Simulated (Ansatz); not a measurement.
GeI2 (CdI2 type, P-3m1), the program Ansatz at the LDA level (PAW). The conduction-band minimum lies at A, with 1 equivalent valley. Second derivatives d²E/dk² of the lowest band at one valley (eV·Å²), along Cartesian directions:

```
direction  d²E/dk²
---------  -------
[100]        42.07
[010]        42.07
[001]        7.568
[110]        42.07
[101]        24.83
[011]        24.79
```

Q: Find the principal effective masses, the density-of-states mass and the conductivity mass.

A: Off-diagonal terms follow from H_xy = H[110] − (H_xx + H_yy)/2, and m*/mₑ = 7.620 eV·Å² over each eigenvalue: 0.18, 0.18, 1.0. One valley's DOS mass (m₁m₂m₃)^(1/3) = 0.32, conductivity mass 3/(Σ 1/mᵢ) = 0.25 mₑ.

Q: What effective density of states Nc follows at 300 K for parabolic valleys?

A: Nc = 2.509e19 × 1 × (0.32)^(3/2) ≈ 4.5e18 cm⁻³.

The workflow started from an entry of the Crystallography Open Database (COD), which files this formula under 2 space groups. Its standing as an ambient phase is unchecked. The cell was relaxed with LDA under the symmetry of its start; of distortions, only those at the zone centre were tested. A crystal of weakly bound layers computed without a dispersion correction: the cell and the soft elastic constants depend strongly on that. Scalar-relativistic: spin–orbit coupling is off unless named, which matters more the heavier the elements.

Potentials: the later of the program's two PAW sets.

Edges and masses are those of Kohn–Sham bands, whose gap is no quasiparticle gap.
